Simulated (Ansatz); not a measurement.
Polymorphs of ZrMo, each relaxed with the program Ansatz at the PBE level (PAW):

A: CsCl type (Pm-3m)
a = 3.341 Å, b = 3.341 Å, c = 3.341 Å, α = 90.00°, β = 90.00°, γ = 90.00°

```tsv
atom	site	symmetry	x	y	z
Mo	1a	m-3m	0.0000	0.0000	0.0000
Zr	1b	m-3m	0.5000	0.5000	0.5000
```

B: rock salt (Fm-3m)
a = b = c = 5.4962 Å, α = β = γ = 90.00°

| atom | site | symmetry | x | y | z |
|---|---|---|---|---|---|
| Mo | 4a | m-3m | 0.0000 | 0.0000 | 0.0000 |
| Zr | 4b | m-3m | 0.5000 | 0.5000 | 0.5000 |

C: Cmcm
a = 3.232 Å, b = 12.008 Å, c = 4.070 Å, α = 90.00°, β = 90.00°, γ = 90.00°

| atom | site | symmetry | x | y | z |
|---|---|---|---|---|---|
| Zr | 4c | m2m | 0.0000 | 0.3312 | 0.2500 |
| Mo | 4c | m2m | 0.0000 | 0.0596 | 0.2500 |

### Question
Rank these by energy per atom at 0 K (lowest first), as PBE gives it.

### Answer
A (+0 meV/atom), C (+149 meV/atom), B (+895 meV/atom)

Typed or built starts, not in the databases checked: A; B; C. All cells were relaxed under the symmetry of their starts (and spin orders); stability against distortions was not tested throughout. Named crystals with no word on spin ran without spin polarisation. Spin–orbit coupling is left out wherever it is not named.

Energies hold the estimated change up to a 700 eV cutoff; steps of a few meV lie near the error of the meshes.

Potentials: the earlier of the program's two PAW sets.
